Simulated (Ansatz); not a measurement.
AlN (wurtzite, space group No. 186), DFT-LDA in the program Ansatz with PAW potentials, all energies at zero smearing, with the estimated change up to a 700 eV cutoff added, with one set of potentials and settings (totals compare only within such a set). Cell of 4 atoms (2 Al, 2 N): -1779.721 eV.

```tsv
element	reference phase	E (eV/atom)
Al	Fm-3m, 1 atoms in the cell	-512.8748
N	P4_2/mnm, 4 atoms in the cell	-373.6525
```

Formation energy per atom, worked out: (-1779.721 − 2×(-512.8748) − 2×(-373.6525))/4 = -1.667 eV/atom (-161 kJ per mol of atoms), at 0 K, without zero-point energy or fitted corrections.

Space group P6_3mc (wurtzite). Symmetry was held in the LDA relaxation; phonons on a q-mesh show no instability. The references are the lowest solids computed at this level, not always the standard phases (solids in place of the gases).

Potentials: the earlier of the program's two PAW sets.
